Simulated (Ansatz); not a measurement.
Ge₃N₄:
```xyz
14
Lattice="8.0566 0.0000 0.0000 -4.0283 6.9772 0.0000 0.0000 0.0000 3.0846" Properties=species:S:1:pos:R:3 pbc="T T T"
Ge    -1.7079     5.3224     0.7711
Ge     0.2729     2.8369     0.7711
Ge     1.4350     5.7951     0.7711
Ge     5.7362     1.6548     2.3134
Ge     3.7554     4.1403     2.3134
Ge     2.5933     1.1821     2.3134
N      2.5578     0.1800     0.7711
N      6.6219     2.1251     0.7711
N      2.9053     4.6722     0.7711
N      1.4705     6.7973     2.3134
N     -2.5936     4.8521     2.3134
N      1.1230     2.3051     2.3134
N      0.0000     4.6515     0.7711
N      4.0283     2.3257     2.3134
```

Relaxed with PBEsol.

Map the electron localisation function on the plane through (0.169, 0.763, 0.250) spanned by u = [1, 1, 0] and v = [1, -1, 0] in lattice vectors, from PBEsol (plane waves, PAW; program Ansatz).

x is the fraction of u, y of v (the angle between them is 90°; rows are the nearest grid lines); atoms in the plane: Ge at (0.00, 0.00), Ge at (0.50, 0.50), Ge at (0.36, 0.71), Ge at (0.86, 0.21), Ge at (0.25, 0.18), Ge at (0.75, 0.68), N at (0.21, 0.95), N at (0.71, 0.45), N at (0.17, 0.63), N at (0.67, 0.13).
```
|=  :=*%@@@@@%*-.                .::-:  =|
|:--+%@%=  =%%#=..               ..::---:|
|::-+%@@%**#%#*-..          ..     ..::::|
| ..-+##%%#*=-..       .:-+*****+-.      |
|                    .-*%@@#-:*@@@%*-.   |
|        ..:::----::. .=#@@@%%@@@%*=:.   |
|   .....:::-::..:--:...-+#%%%%#*+-:.    |
| .=*%%%%%*=-.    :=+*+==--:.   .:-::.   |
|.-#%@%*=+%@%+---=#@@==#@@*-.. .:--:..  .|
|.:=*%%%%@@@%*:..-+#%##%%#+-::::::..    .|
|..:=*#%@@@%*-. .:=*#@@%*=:.......      .|
|      .....  ..:-:.  .:--=+###*=:.      |
|             .::-:.  .-*@@%##@@@#=.     |
|        ..     ..::::-+%@@%**#%#*-..    |
|     ..:::::.    ...::=#%@@@@%%*=:.     |
|  .=*%%%%%%@%#+-.     .:---::..         |
| .-#@@@#:.+@@@%*=:           ...::::... |
|....-+#%%%%#*+-:.     .....:::-::..:--:.|
|::...:--------::..   .-=++==--:.    :--:|
|@%%%%*=:  =  :-::.  :*%@@@@@@%+-:..:=#@@|
|- .+%@#=-----:::.   -*%%*: -%@@#-::=#%#-|
|%@@%*=:.......      .:=*#%@@@%*-. .:=*#%|
|-===-:.......        ..:-=+**=:. ..:----|
|=  :=*%@@@@@%*-.                .::-:  =|
```
Scale: ten equal steps from -0.035 (start of ' ') to 0.870 (end of '@'), in the order ' .:-=+*#%@'; x runs from 0.000 to 1.00, y from 0.000 (bottom) to 1.00 (top).

The density is the valence pseudo-density with augmentation charge, so density and ELF within about 1 Å of a nucleus are not all-electron values.

Space group P6_3/m. The cell was relaxed with PBEsol under the symmetry of its start.

Potentials: the later of the program's two PAW sets.
